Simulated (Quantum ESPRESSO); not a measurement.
## Band energies of RbOH

```
CELL_PARAMETERS angstrom
      4.17236     0.00000     0.00000
      0.00000     4.15620     0.00000
     -1.45568     0.00000     5.77172
ATOMIC_POSITIONS crystal
  H  0.47785 0.25000 0.92235
  H  0.52215 0.75000 0.07765
  O  0.32904 0.25000 0.76989
  O  0.67096 0.75000 0.23011
  Rb 0.17334 0.25000 0.28828
  Rb 0.82666 0.75000 0.71172
```

PBEsol (pw.x of Quantum ESPRESSO, ONCV potentials, scalar-relativistic); path ΓYHCEM1AXH1,MDZ,YD; energies in eV from the valence-band maximum.

```csv
k (1/Å),point,band 12,band 13,band 14,band 15,band 16,band 17,band 18,band 19
0.00,Γ,-3.78,-0.37,-0.34,-0.15,-0.06,3.17,5.19,7.02
0.27,,-3.81,-0.42,-0.37,-0.21,-0.03,3.76,5.33,6.41
0.54,Y,-3.85,-0.47,-0.33,-0.31,0.00,4.75,5.40,5.49
0.77,,-3.82,-0.54,-0.53,-0.37,-0.07,4.95,5.67,5.75
1.21,H,-3.74,-1.01,-0.78,-0.73,-0.34,5.65,6.15,6.58
1.21,C,-3.75,-1.11,-0.78,-0.74,-0.37,5.74,6.02,6.66
1.40,,-3.77,-1.03,-0.73,-0.68,-0.34,5.78,6.10,6.68
1.59,,-3.83,-0.83,-0.59,-0.54,-0.28,5.88,6.28,6.59
1.96,E,-4.10,-0.45,-0.45,-0.31,-0.31,6.30,6.30,6.39
1.96,M1,-4.09,-0.43,-0.43,-0.32,-0.32,5.72,5.72,7.11
2.15,,-4.03,-0.39,-0.39,-0.27,-0.27,5.40,5.40,7.23
2.33,A,-4.00,-0.39,-0.39,-0.24,-0.24,5.35,5.35,6.97
2.52,,-3.89,-0.48,-0.42,-0.36,-0.20,5.33,5.57,6.77
2.90,,-3.79,-0.74,-0.72,-0.70,-0.31,5.60,6.34,6.46
3.09,X,-3.78,-0.79,-0.78,-0.77,-0.34,5.63,6.21,6.70
3.45,H1,-3.74,-1.01,-0.78,-0.73,-0.34,5.65,6.15,6.58
3.45,M,-4.09,-0.43,-0.43,-0.32,-0.32,5.72,5.72,7.11
3.62,,-4.14,-0.51,-0.51,-0.40,-0.40,5.90,5.90,6.91
3.95,,-4.21,-0.83,-0.83,-0.55,-0.55,6.11,6.11,7.13
4.11,D,-4.22,-0.90,-0.90,-0.57,-0.57,6.10,6.10,7.26
4.25,,-4.19,-0.90,-0.90,-0.56,-0.56,6.06,6.06,7.13
4.39,,-4.09,-0.90,-0.90,-0.54,-0.54,5.96,5.96,6.88
4.66,Z,-3.97,-0.89,-0.89,-0.52,-0.52,5.79,5.79,6.60
4.66,Y,-3.85,-0.47,-0.33,-0.31,0.00,4.75,5.40,5.49
4.81,,-3.87,-0.53,-0.34,-0.34,-0.09,4.88,5.56,5.64
5.11,,-4.04,-0.82,-0.59,-0.48,-0.46,5.55,6.35,6.62
5.41,D,-4.22,-0.90,-0.90,-0.57,-0.57,6.10,6.10,7.26
```

The PBEsol gap is indirect, 3.17 eV, from Y to Γ; the smallest direct gap is 3.23 eV.

Geometry of the Materials Project entry, not relaxed at this level.

The structure is a Materials Project entry; no match was found in the copy of COD used, and its stability was not checked.
